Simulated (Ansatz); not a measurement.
NbAg:
```
NbAg
1.0
    4.77682     0.00000     0.00000
    0.00000     2.77989     0.00000
    0.00000     0.00000     5.32243
Ag Nb
2 2
Direct
  0.25000   0.00000   0.85315
  0.75000   0.00000   0.14685
  0.25000   0.50000   0.35257
  0.75000   0.50000   0.64743
```

Relaxed with PBE. Special points in fractions of this cell's reciprocal vectors: Γ (0.000, 0.000, 0.000); X (0.500, 0.000, 0.000); S (0.500, 0.500, 0.000); Y (0.000, 0.500, 0.000); Z (0.000, 0.000, 0.500); U (0.500, 0.000, 0.500); R (0.500, 0.500, 0.500); T (0.000, 0.500, 0.500).

List the band energies nearest the Fermi level at these points for PBE in the plane-wave PAW code Ansatz.

In eV from the Fermi level; about four levels below and three above (degenerate sets whole), none deeper than 8.9 eV; points with the same levels are listed once.

```csv
k,below,above
Γ,-2.12 -1.51 -1.21 -1.15,0.44 1.57 2.47
X,-1.74 -1.74 -0.94 -0.94,0.51 0.51 2.55 2.55
S,-1.17 -1.17 -0.85 -0.85,0.21 0.21 3.01 3.01
Y,-2.62 -1.93 -1.11 -0.95,0.07 0.37 0.71
Z,-2.03 -1.62 -1.22 -1.03,1.21 2.43 2.69
U,-1.45 -1.45 -0.24 -0.24,2.28 2.28 2.96 2.96
R,-0.23 -0.23 -0.11 -0.11,1.19 1.19 2.19 2.19
T,-1.04 -0.84 -0.52 -0.37,0.10 1.53 2.09
```

Space group Pmma. The start of the workflow was typed in or built on a structure type; neither database checked (COD, Materials Project) lists it. Its standing as an ambient phase is unchecked. The PBE relaxation kept the symmetry of its start; whether a distortion lowers the energy is not shown. The run is not spin-polarised. Its formation energy is positive at this level, so the cell may be metastable or incomplete. Scalar-relativistic: spin–orbit coupling is off unless named, which matters more the heavier the elements.

Potentials: the earlier of the program's two PAW sets.
